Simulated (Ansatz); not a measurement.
# Two inputs for Li₄Ge₂B

Cell: a COD entry, taken as it stands.

```
Li Ge B
1.0
     2.23015    1.28758    6.10657
    -2.23015    1.28758    6.10657
     0.00000   -2.57516    6.10657
Li Ge B
4 2 1
Cartesian
  0.0000 0.0000 3.0044
  0.0000 0.0000 5.4849
  0.0000 0.0000 0.0605
  0.0000 0.0000 8.4087
  0.0000 0.0000 10.8645
  0.0000 0.0000 13.4384
  0.0000 0.0000 16.0407
```

Atom numbers follow the list; atoms alike are taken as one site, whose name carries the number of the first.

Reference run. Method: Kohn–Sham DFT in Ansatz, PBE, plane waves and PAW, scalar-relativistic, 420 eV cutoff, Γ-centred 9×9×9 k-points, Fermi–Dirac smearing 0.05 eV.

**Question.** The input is changed as follows: `scf.occupations.method`: fermi_dirac → cold; `scf.occupations.width`: 0.05 → 0.001; `scf.initial_density.chi_scale`: not typed → 0.0. What happens to V_zz (10²¹ V/m²) and η?

**Answer.** 

```json
{"site": "Li1", "atom": "1", "V_zz reference": "0.045", "η reference": "0.00", "V_zz changed": "0.044", "η changed": "0.00"}
{"site": "Li2", "atom": "2", "V_zz reference": "0.038", "η reference": "0.00", "V_zz changed": "0.037", "η changed": "0.00"}
{"site": "Li3", "atom": "3", "V_zz reference": "-0.12", "η reference": "0.00", "V_zz changed": "-0.12", "η changed": "0.00"}
{"site": "Li4", "atom": "4", "V_zz reference": "-0.040", "η reference": "0.00", "V_zz changed": "-0.039", "η changed": "0.00"}
{"site": "Ge5", "atom": "5", "V_zz reference": "-4.43", "η reference": "0.00", "V_zz changed": "-4.24", "η changed": "0.00"}
{"site": "Ge6", "atom": "6", "V_zz reference": "9.76", "η reference": "0.00", "V_zz changed": "9.90", "η changed": "0.00"}
{"site": "B", "atom": "7", "V_zz reference": "-0.40", "η reference": "0.00", "V_zz changed": "-0.38", "η changed": "0.00"}
```

The largest change of V_zz is on Ge5, from -4.43 to -4.24. In per cent, |V_zz| changes by -4 to +1 on Ge (all sites that start above 2). SCF iterations: 8 and 9.

On the reference run: At this cell the principal stresses reach 5 GPa in size with PBE, which can matter for small gradients. The largest force is 1.0 eV/Å, so the atoms aren't at the calculated equilibrium and relaxing them would move these values. With no gap above 0.1 eV, as in a metal, the gradients converge slowly in k; expect changes of a tenth or more on a denser mesh. With these PAW files V_zz is typically within 2 to 3 % of all-electron values, but misses above 10 % occur on Li.
